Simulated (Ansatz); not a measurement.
Y2C:
```cif
data_C3Y6
_chemical_formula_sum 'Y6 C3'
_space_group_name_H-M_alt 'R-3m :H'
_space_group_IT_number 166
_space_group_name_Hall '-R 3 2"'
_cell_length_a 3.56098
_cell_length_b 3.56098
_cell_length_c 18.28018
_cell_angle_alpha 90.000
_cell_angle_beta 90.000
_cell_angle_gamma 120.000
loop_
_atom_site_label
_atom_site_type_symbol
_atom_site_symmetry_multiplicity
_atom_site_Wyckoff_symbol
_atom_site_fract_x
_atom_site_fract_y
_atom_site_fract_z
_atom_site_occupancy
Y1 Y 6 c 0.00000 0.00000 0.26018 1
C1 C 3 a 0.00000 0.00000 0.00000 1
```
(The calculation used a cell of 3 atoms; values per cell refer to that cell.)

Relaxed at zero pressure with DFT-PBEsol in the program Ansatz with PAW potentials.

Q: The volume is raised by 3 % and shape and atoms relax at that volume. What pressure results, and how do the axes share the change?

A: -1.7 GPa; a 0.7 %, b 0.7 %, c 1.5 %; the energy rises by 4 meV/atom.

Q: Give the new structure.

A: 
Space group R-3m, hexagonal axes (No. 166); a = 3.587 Å, b = 3.587 Å, c = 18.553 Å, α = 90.00°, β = 90.00°, γ = 120.00°

```tsv
atom	site	symmetry	x	y	z
Y	6c	3m	0.0000	0.0000	0.2612
C	3a	-3m	0.0000	0.0000	0.0000
```

The phase is kept; no other phase was compared at this pressure.

The workflow started from a Materials Project entry (that database holds measured and hypothetical structures alike); the Crystallography Open Database files this formula in space group No. 166, but the cells were not matched. Its standing as an ambient phase is unchecked. The PBEsol relaxation kept the symmetry of its start; its stability against distortions is not shown here. No spin polarisation was allowed.

Potentials: the later of the program's two PAW sets.
